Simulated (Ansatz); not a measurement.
In DFT-r²SCAN in the program Ansatz with PAW potentials, AlRu2C in the hexagonal phase (P6_3/mmc; Al on 2d, Ru on 4f, C on 2a) relaxes to a = 2.879 Å, c = 13.356 Å. Al has 12 nearest neighbours from 2.64 Å (anticuboctahedral); C has 6 nearest neighbours from 2.10 Å (octahedral). Against the elements it lies at 0.037 eV/atom, with no fitted shifts.

Electronic character: metallic (no gap). Gap from r²SCAN with spin–orbit coupling: none (metallic).

The relaxed-ion elastic constants in GPa are C11 = 306, C12 = 151, C13 = 192, C33 = 455, C44 = 70.2. The elastic constants imply a Debye temperature near 447 K.

The start of the workflow was typed in or built on a structure type; neither database checked (COD, Materials Project) lists it. Its standing as an ambient phase is unchecked. The r²SCAN relaxation kept the symmetry of its start; its stability against distortions is not shown here. The run is not spin-polarised. As this level gives no gap, shear constants depend on the k-mesh and smearing (Fermi–Dirac, 0.1 eV here). On the denser mesh and wider smearing of the elastic run this cell carries a stress of 0.4 GPa. The references are the lowest solids computed at this level, not always the standard phases. Spin–orbit coupling is left out wherever it is not named.

Potentials: the earlier of the program's two PAW sets.
